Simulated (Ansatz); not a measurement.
Cs$_{2}$NaAlH$_{6}$ in space group Fm-3m (No. 225; Cs on 8c, Na on 4b, Al on 4a, H on 24e), DFT-r²SCAN in the program Ansatz with PAW potentials. The conduction-band minimum lies at Γ, with 1 equivalent valley. Second derivatives d²E/dk² of the lowest band at one valley (eV·Å²), along Cartesian directions:

```
direction  d²E/dk²
---------  -------
[100]        19.39
[010]        19.39
[001]        19.39
[110]        19.39
[101]        19.39
[011]        19.39
```

Problem. Find the principal effective masses, the density-of-states mass and the conductivity mass.

Solution. Off-diagonal terms follow from H_xy = H[110] − (H_xx + H_yy)/2, and m*/mₑ = 7.620 eV·Å² over each eigenvalue: 0.39, 0.39, 0.39. One valley's DOS mass (m₁m₂m₃)^(1/3) = 0.39, conductivity mass 3/(Σ 1/mᵢ) = 0.39 mₑ.

Problem. What effective density of states Nc follows at 300 K for parabolic valleys?

Solution. Nc = 2.509e19 × 1 × (0.39)^(3/2) ≈ 6.1e18 cm⁻³.

The first step of the workflow began from a Materials Project structure, measured or hypothetical; the Crystallography Open Database copy checked does not list it. Its standing as an ambient phase is unchecked. Symmetry was held in the r²SCAN relaxation; its stability against distortions is not shown here. Spin–orbit coupling is left out wherever it is not named.

Potentials: the later of the program's two PAW sets.

Edges and masses are those of Kohn–Sham bands, whose gap is no quasiparticle gap.
